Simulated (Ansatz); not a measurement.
The start is a generated cell, SnSe built in the AFLOW prototype AB_hP4_186_b_a (B12, as in BN). The structure is fully relaxed (lattice and positions, P = 0) with PBE (plane waves to 420 eV, PAW, scalar-relativistic; Ansatz, an electronic-structure program). First-step values are on the input's coarse k-mesh.

Ansatz input (later rounds restart from its end on a renewed k-mesh):
Ansatz 0.2 input:
```yaml
crystal:
  lattice:
    - [3.8189248, 0, 0]
    - [-1.9094624, 3.3072859, 0]
    - [0, 0, 10.1939427]
  atoms:
    - { symbol: Se, position: [0.66666667, 0.33333333, 0.95] }
    - { symbol: Se, position: [0.33333333, 0.66666667, 0.45] }
    - { symbol: Sn, position: [0, 0, 0] }
    - { symbol: Sn, position: [0, 0, 0.5] }
basis: { ecutwfc: 420, ecutrho_ratio: 4, xc_grid: 2, fft_grid_basis: typed }
kpoints: { mp_grid: { grid: [7, 7, 3] } }
hamiltonian:
  xc: pbe
  dispersion: none
  pseudopotentials: { azcp: { folder: ./paw }, kind: paw }
scf: { occupations: { method: fermi_dirac, width: 0.05 } }
relax: { f_tol: 0.01, max_steps: 100, cell: { stress_tol: 0.02 } }
output: { forces: true, stress: true }
```

Initial pressure: +37 GPa (positive: the cell is compressed)
Largest initial force: about 5.4 eV/Å, on Se1, Se2, Sn3, Sn4 (atoms numbered as listed)
Energy released: 2.37 eV/atom
Volume change: -6.4 %, from 32.19 to 30.11 Å³/atom
Shortest distances (start → end): The closest pairs of elements (up to four, under 3.6 Å), start → end: Se–Sn 2.26 → 2.84 Å
Band gap at the end: no gap (metallic)
Optimiser moves: 16

It ends as:

```cif
data_Se2Sn2
_chemical_formula_sum 'Se2 Sn2'
_space_group_name_H-M_alt 'P63mc'
_space_group_IT_number 186
_space_group_name_Hall 'P 6c -2c'
_cell_length_a 4.12111
_cell_length_b 4.12111
_cell_length_c 8.18959
_cell_angle_alpha 90.000
_cell_angle_beta 90.000
_cell_angle_gamma 120.000
loop_
_atom_site_label
_atom_site_type_symbol
_atom_site_symmetry_multiplicity
_atom_site_Wyckoff_symbol
_atom_site_fract_x
_atom_site_fract_y
_atom_site_fract_z
_atom_site_occupancy
Se1 Se 2 b 0.33333 0.66667 0.38070 1
Sn1 Sn 2 a 0.00000 0.00000 0.06930 1
```

Final values are on a 13×13×6 k-mesh of the relaxed cell. No spin polarisation in the result.

The run could not lose the symmetry of its start, so the end can be a saddle point.

The relaxed structure here is a generated cell of SnSe: the first start was made by placing the elements on the sites of a structure type, and the end was not matched to a known phase here, so it may be hypothetical. Known forms of SnSe include space group No. 62.
